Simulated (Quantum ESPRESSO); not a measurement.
Band energies of BaO at +2 % isotropic strain

```xyz
4
Lattice="3.8183 0.0000 0.0000 -1.9091 3.3067 0.0000 0.0000 0.0000 6.6637" Properties=species:S:1:pos:R:3 pbc="T T T"
O      0.0000     0.0000     3.3319
O      0.0000     0.0000     0.0000
Ba     0.0000     2.2045     1.6659
Ba     1.9091     1.1022     4.9978
```

PBEsol (pw.x of Quantum ESPRESSO, ONCV potentials, without SOC); path ΓMKΓALHA,LM,KH; energies in eV from the valence-band maximum.

| k (1/Å) | point | band 12 | band 13 | band 14 | band 15 | band 16 | band 17 | band 18 | band 19 |
|---|---|---|---|---|---|---|---|---|---|
| 0.00 | Γ | -0.93 | -0.93 | -0.86 | -0.86 | 0.00 | 3.03 | 3.77 | 4.15 |
| 0.59 |  | -1.23 | -0.96 | -0.89 | -0.44 | -0.15 | 2.75 | 4.69 | 5.48 |
| 0.95 | M | -1.38 | -1.09 | -0.64 | -0.25 | -0.05 | 2.44 | 4.73 | 4.95 |
| 1.17 |  | -1.31 | -1.05 | -0.66 | -0.37 | -0.22 | 2.83 | 4.81 | 5.03 |
| 1.50 | K | -1.01 | -0.85 | -0.81 | -0.81 | -0.67 | 4.11 | 4.11 | 6.07 |
| 1.72 |  | -1.10 | -1.05 | -0.80 | -0.54 | -0.47 | 3.58 | 4.37 | 5.78 |
| 2.27 |  | -1.23 | -1.04 | -0.79 | -0.72 | -0.18 | 3.15 | 4.04 | 4.60 |
| 2.60 | Γ | -0.93 | -0.93 | -0.86 | -0.86 | 0.00 | 3.03 | 3.77 | 4.15 |
| 2.83 |  | -0.94 | -0.94 | -0.88 | -0.88 | -0.44 | 3.49 | 3.85 | 4.41 |
| 3.07 | A | -1.24 | -0.92 | -0.92 | -0.92 | -0.92 | 3.95 | 3.95 | 5.46 |
| 3.38 |  | -1.24 | -0.88 | -0.88 | -0.77 | -0.77 | 3.86 | 3.86 | 5.21 |
| 3.91 |  | -1.10 | -1.01 | -1.01 | -0.81 | -0.81 | 3.69 | 3.69 | 5.39 |
| 4.02 | L | -1.08 | -1.05 | -1.05 | -0.81 | -0.81 | 3.70 | 3.70 | 5.39 |
| 4.46 |  | -1.79 | -0.84 | -0.84 | -0.10 | -0.10 | 4.42 | 4.42 | 5.42 |
| 4.57 | H | -1.82 | -0.83 | -0.83 | -0.07 | -0.07 | 4.58 | 4.58 | 5.33 |
| 4.93 |  | -1.51 | -0.89 | -0.89 | -0.34 | -0.34 | 3.86 | 3.86 | 5.45 |
| 5.39 |  | -1.25 | -0.89 | -0.89 | -0.78 | -0.78 | 3.89 | 3.89 | 5.21 |
| 5.66 | A | -1.24 | -0.92 | -0.92 | -0.92 | -0.92 | 3.95 | 3.95 | 5.46 |
| 5.66 | L | -1.08 | -1.05 | -1.05 | -0.81 | -0.81 | 3.70 | 3.70 | 5.39 |
| 5.76 |  | -1.11 | -0.99 | -0.97 | -0.78 | -0.64 | 3.33 | 4.05 | 5.17 |
| 6.13 | M | -1.38 | -1.09 | -0.64 | -0.25 | -0.05 | 2.44 | 4.73 | 4.95 |
| 6.13 | K | -1.01 | -0.85 | -0.81 | -0.81 | -0.67 | 4.11 | 4.11 | 6.07 |
| 6.61 | H | -1.82 | -0.83 | -0.83 | -0.07 | -0.07 | 4.58 | 4.58 | 5.33 |

The PBEsol gap is indirect, 2.44 eV, from Γ to M; the smallest direct gap is 2.49 eV.

Geometry strained from the cell relaxed with PBEsol, atoms relaxed again.

This is not the ordinary phase of the substance; no match was found in the copy of COD used, and its stability was not checked.
